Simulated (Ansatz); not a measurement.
Pd (fcc, Cu type)

```
Pd
1.0
    0.00000     1.97130     1.97130
    1.97130     0.00000     1.97130
    1.97130     1.97130     0.00000
Pd
1
Direct
  0.00000   0.00000   0.00000
```

The slice is a {110} plane (indices of the conventional cell) through the point (0.000, 0.000, 0.000) (fractional), spanned by u = [100] and v = [1 -1 -1] in vectors of this cell: u (2.79 Å) and v (3.94 Å, at 90° to u). It covers one period; positions are fractions (u, v).

The numbers are results of PBE (plane waves to 420 eV, PAW, scalar-relativistic; Ansatz, a first-principles code), not measurements. k mesh 20×20×20. These are valence fields of a PAW run, semicore shells included where kept as valence: close to a nucleus they are smooth pseudo fields. Pd is run without spin polarisation. Pd was relaxed with its symmetry unable to fall. The PAW data are Ansatz's earlier set.

**Question.** What is the ELF at the midpoint of the shortest Pd–Pd line in this plane (2.79 Å)?

**Answer.** 0.2.

**Question.** What is the valence density on the shortest Pd–Pd line in this plane (2.79 Å), at its midpoint?

**Answer.** 0.28 e/Å³.

**Question.** Sketch the valence electron density on this plane as a map.

**Answer.** 
```
|@@@@@@@@%%##**==--::::....::::--==**##%%@@@@@@|
|@@@@@@%%%%##++==--::........::--==++##%%%%@@@@|
|@@@@%%%%##**++==--::........::--==++**##%%%%@@|
|%%%%%%##**++==--::::........::::--==++**##%%%%|
|######**++==----::............::----==++**####|
|****++++==----::................::----==++++**|
|========----::....................::----======|
|--------::::........................::::------|
|::::::::................................::::::|
|..............................................|
|..............................................|
|              ....................            |
|              ....................            |
|              ....................            |
|              ....................            |
|              ....................            |
|              ....................            |
|              ....................            |
|              ....................            |
|              ....................            |
|..............................................|
|..............................................|
|::::::::................................::::::|
|--------::::........................::::------|
|========----::....................::----======|
|****++++==----::................::----==++++**|
|######**++==----::............::----==++**####|
|%%%%%%##**++==--::::........::::--==++**##%%%%|
|@@@@%%%%##**++==--::........::--==++**##%%%%@@|
|@@@@@@%%%%##++==--::........::--==++##%%%%@@@@|
|@@@@@@@@%%##**==--::::....::::--==**##%%@@@@@@|
|@@@@@@@@%%##**++--::::....::::--++**##%%@@@@@@|
```
Scale: ten equal steps from -0.93 (start of ' ') to 1.23 (end of '@'), in the order ' .:-=+*#%@'. Values: log₁₀ of the valence density in e/Å³. The map has 23 points along u (two characters each, u = 0 at the left) and 32 along v (v = 0 in the bottom row). The scale is logarithmic, as a density can span decades between atoms and voids.
